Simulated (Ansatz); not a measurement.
CaClF:
```cif
data_Ca2Cl2F2
_chemical_formula_sum 'Ca2 Cl2 F2'
_space_group_name_H-M_alt 'P4/nmm :1'
_space_group_IT_number 129
_space_group_name_Hall 'P 4ab 2ab -1ab'
_cell_length_a 3.86636
_cell_length_b 3.86636
_cell_length_c 6.87520
_cell_angle_alpha 90.000
_cell_angle_beta 90.000
_cell_angle_gamma 90.000
loop_
_space_group_symop_operation_xyz
  'x, y, z'
  '-y+1/2, x+1/2, z'
  '-x, -y, z'
  'y+1/2, -x+1/2, z'
  'x+1/2, -y+1/2, -z'
  '-y, -x, -z'
  '-x+1/2, y+1/2, -z'
  'y, x, -z'
  '-x+1/2, -y+1/2, -z'
  'y, -x, -z'
  'x+1/2, y+1/2, -z'
  '-y, x, -z'
  '-x, y, z'
  'y+1/2, x+1/2, z'
  'x, -y, z'
  '-y+1/2, -x+1/2, z'
loop_
_atom_site_label
_atom_site_type_symbol
_atom_site_symmetry_multiplicity
_atom_site_Wyckoff_symbol
_atom_site_fract_x
_atom_site_fract_y
_atom_site_fract_z
_atom_site_occupancy
Ca1 Ca 2 c 0.50000 0.00000 0.19318 1
Cl1 Cl 2 c 0.00000 0.50000 0.35328 1
F1 F 2 a 0.00000 0.00000 0.00000 1
```

Relaxed with r²SCAN. 

Q: HSE06 on this cell (Ansatz, a first-principles code, PAW) gives a gap of 7.29 eV. What does r²SCAN give?

A: 6.28 eV.

Cost on shared cores: the r²SCAN run (SCF on a 7×7×4 mesh, then bands and DOS) around 80 core-seconds (rough), the HSE06 run (SCF on 4×4×3, then a few points) very roughly 2.8 core-minutes; the tasks are unlike.

The first step of the workflow began from a Materials Project structure, measured or hypothetical; the Crystallography Open Database files this formula in space group No. 129, but the cells were not matched. Its standing as an ambient phase is unchecked. The cell was relaxed with r²SCAN under the symmetry of its start; its stability against distortions is not shown here.

Potentials: the later of the program's two PAW sets.

Ansatz is a plane-wave DFT program.
